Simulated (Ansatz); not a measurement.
Theory: DFT PBE, scalar-relativistic, plane waves, PAW in Ansatz 0.2.0.

Cutoff 420 eV; k points 8×8×8 on the computed 5-atom cell (Γ-centred); Gaussian smearing, width 0.10 eV; no spin polarisation.

```
CELL_PARAMETERS angstrom
4.26216 0.00000 0.00000
0.00000 4.26216 0.00000
0.00000 0.00000 4.26216
ATOMIC_POSITIONS crystal
Sc 0.00000 0.00000 0.00000
B 0.50000 0.50000 0.50000
Pt 0.00000 0.50000 0.50000
Pt 0.50000 0.50000 0.00000
Pt 0.50000 0.00000 0.58798
```

Is this geometry at equilibrium? Which atom feels the largest force?

It isn't. Atom 4 (Pt) feels (0.00, 0.00, 0.89) eV/Å, 0.887 eV/Å in size.

Give all forces and the stress.

```json
{"atom": "Sc1", "Fx": "0.000", "Fy": "0.000", "Fz": "0.528"}
{"atom": "B2", "Fx": "0.000", "Fy": "0.000", "Fz": "-0.531"}
{"atom": "Pt3", "Fx": "0.000", "Fy": "0.000", "Fz": "-0.249"}
{"atom": "Pt4", "Fx": "0.000", "Fy": "0.000", "Fz": "0.887"}
{"atom": "Pt5", "Fx": "0.000", "Fy": "0.000", "Fz": "-0.635"}
```
Stress (GPa, compression positive):
```
-0.94  0.00  0.00
 0.00  0.41  0.00
 0.00  0.00  3.33
```

Spin–orbit coupling is left out, which can shift energies with elements as heavy as these.